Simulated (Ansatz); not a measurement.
One crystal and one scan (energy over volume and axial ratio) at two levels, PBE-D3(BJ) (plane waves to 420 eV, PAW, scalar-relativistic; Ansatz, a quantum-chemistry and plane-wave program) and PBEsol-D3(BJ) (plane waves to 420 eV, PAW, scalar-relativistic; Ansatz), each from its own relaxed cell and on its own mesh.

The crystal is BN (h-BN type, space group P6_3/mmc); volume and axial ratio are varied about the relaxed values (subscript 0).

The energy includes the smearing's −TS. BN was relaxed with its symmetry unable to fall.

```tsv
quantity	run 1	run 2
Lattice constant a (Å)	2.506	2.500
Lattice constant c (Å)	6.615	6.411
Relaxed volume (Å³/atom)	9.00	8.68
Band gap of the relaxed cell, no spin-orbit coupling (eV)	4.24	4.08
Modulus against c/a change at fixed volume, (3/4V)·∂²E/∂(ln c/a)² (fit, atoms clamped) (GPa)	191	198
```

Q: Which run is which level?

A: Run 1 is PBE-D3(BJ), run 2 is PBEsol-D3(BJ). PBE-D3(BJ) gives the higher value for: lattice constant a; lattice constant c; relaxed volume; band gap of the relaxed cell, no spin-orbit coupling. PBE-D3(BJ) gives the lower value for: modulus against c/a change at fixed volume.

(A scan under strain: stresses follow from slopes of the energy per volume, elastic moduli from its curvatures.)
